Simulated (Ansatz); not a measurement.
**Relaxing a structure of TiAl**

The start is a generated cell, TiAl placed in the NaTl structure type. The structure is fully relaxed (lattice and positions, P = 0) with PBEsol (plane waves to 420 eV, PAW, scalar-relativistic; Ansatz, an electronic-structure program). First-step values are on the input's coarse k-mesh.

Ansatz input (later rounds restart from its end on a renewed k-mesh):
Ansatz 0.2 input:
```yaml
crystal:
  lattice:
    - [0, 3.133948, 3.133948]
    - [3.133948, 0, 3.133948]
    - [3.133948, 3.133948, 0]
  atoms:
    - { symbol: Al, position: [0.25, 0.25, 0.25] }
    - { symbol: Al, position: [0, 0, 0] }
    - { symbol: Ti, position: [0.5, 0.5, 0.5] }
    - { symbol: Ti, position: [0.75, 0.75, 0.75] }
basis: { ecutwfc: 420, ecutrho_ratio: 4, xc_grid: 2, fft_grid_basis: typed }
kpoints: { mp_grid: { grid: [9, 9, 9] } }
hamiltonian:
  xc: pbesol
  dispersion: none
  pseudopotentials: { kind: paw }
scf: { occupations: { method: fermi_dirac, width: 0.05 } }
relax: { f_tol: 0.01, max_steps: 100, cell: { stress_tol: 0.02 } }
output: { forces: true, stress: true }
```

By how much does the energy per atom fall from start to end?

Under 0.01 eV/atom.

How does the volume change?

+2.4 %, from 15.39 to 15.77 Å³/atom.

How do the shortest distances between atoms change?

The closest pairs of elements (up to four, under 3.6 Å), start → end: Al–Ti 2.71 → 2.74 Å; Al–Al 2.71 → 2.74 Å; Ti–Ti 2.71 → 2.74 Å.

What band gap does the relaxed structure have at this level?

Zero (metallic).

What does it relax into? Give the structure.


Space group Fd-3m, origin choice 1 (No. 227); a = 6.318 Å, b = 6.318 Å, c = 6.318 Å, α = 90.00°, β = 90.00°, γ = 90.00°

```json
[
 {"atom": "Al", "site": "8b", "symmetry": "-43m", "x": "0.5000", "y": "0.5000", "z": "0.5000"},
 {"atom": "Ti", "site": "8a", "symmetry": "-43m", "x": "0.0000", "y": "0.0000", "z": "0.0000"}
]
```
(The calculation used a cell of 4 atoms; values per cell refer to that cell.)

The space group stays Fd-3m (No. 227) (the run could not lower it); the end is AFLOW prototype AB_cF16_227_a_b (B32, as in NaTl), with 4 atoms in the primitive cell. Final values are on a 13×13×13 k-mesh of the relaxed cell. No spin polarisation in the result. A magnetic state may lie lower.

The run could not lose the symmetry of its start, so the end can be a saddle point.

All atoms sit on sites fixed by symmetry, so only the cell could relax.

The relaxed structure here is a generated cell of TiAl: the first start was made by placing the elements on the sites of a structure type, and the end was not matched to a known phase here, so it may be hypothetical. Known forms of TiAl include space group No. 123.
